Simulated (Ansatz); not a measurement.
## Kick test of a cell of Ga4SbAs3

The structure comes from a generated guess, relaxed at this level; another structure or a mixture of phases may lie lower.

The calculation used Ansatz 0.2.0, DFT PBE, scalar-relativistic, plane waves, PAW. Cutoff 420 eV; k points 10×10×4 on the computed 8-atom cell (Γ-centred); Gaussian smearing, width 0.10 eV; no spin polarisation.

The cell below (8 atoms, space group P-4m2 (No. 115)) is relaxed within its symmetry.

```xyz
8
Lattice="4.1484 0.0000 0.0000 0.0000 4.1484 0.0000 0.0000 0.0000 11.7293" Properties=species:S:1:pos:R:3 pbc="T T T"
Ga    2.0742    0.0000    7.4895
Ga    0.0000    2.0742   10.3176
Ga    2.0742    0.0000    1.4117
Ga    0.0000    2.0742    4.2398
Sb    0.0000    0.0000    5.8646
As    0.0000    0.0000    0.0000
As    2.0742    2.0742    2.8263
As    2.0742    2.0742    8.9029
```

For the test it was strained at random (σ = 1.5 % a component), the atoms were moved at random (σ = 0.15 Å), and all was relaxed again on a coarse 6×6×2 mesh (in the run’s order of axes) with 0.20 eV smearing, with no symmetry imposed.

These runs have no spin–orbit coupling, which can matter for Sb.

Q: What happens?

A: It returns, within 1 meV/atom of the unmoved cell on that mesh and with the same symmetry when read at 0.1 Å. So it is stable against the distortions that fit this cell and that this random move excites. Modes that don't fit the cell aren't tested.
